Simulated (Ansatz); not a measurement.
Relaxed-ion elastic tensor of Rb (fcc (Cu type), space group No. 225) in GPa (Voigt order), DFT-r²SCAN in the program Ansatz with PAW potentials; density 1.49 g/cm³, 95.48 Å³ per atom.

```csv
,1,2,3,4,5,6
1,2.9,2.5,2.5,0.0,0.0,0.0
2,2.5,2.9,2.5,0.0,0.0,0.0
3,2.5,2.5,2.9,0.0,0.0,0.0
4,0.0,0.0,0.0,1.9,0.0,0.0
5,0.0,0.0,0.0,0.0,1.9,0.0
6,0.0,0.0,0.0,0.0,0.0,1.9
```

Task: Is the crystal mechanically stable?

Result: Yes: the smallest eigenvalue of C is 0.4 GPa.

Task: Work out the Voigt and Reuss bounds. Is their mean of use?

Result: K_V = 2.6, K_R = 2.6; G_V = 1.2, G_R = 0.4 GPa. The bounds lie so far apart that a Hill average or a Debye temperature from it would say little.

Space group Fm-3m (fcc (Cu type)). The cell is a constructed one: a structure type filled with these elements; the Crystallography Open Database copy checked does not list it. It is not the phase usual at ambient conditions (space group No. 229). The cell was relaxed with r²SCAN under the symmetry of its start; its stability against distortions is not shown here. As this level gives no gap, shear constants depend on the k-mesh and smearing (Fermi–Dirac, 0.1 eV here).

Potentials: the later of the program's two PAW sets.
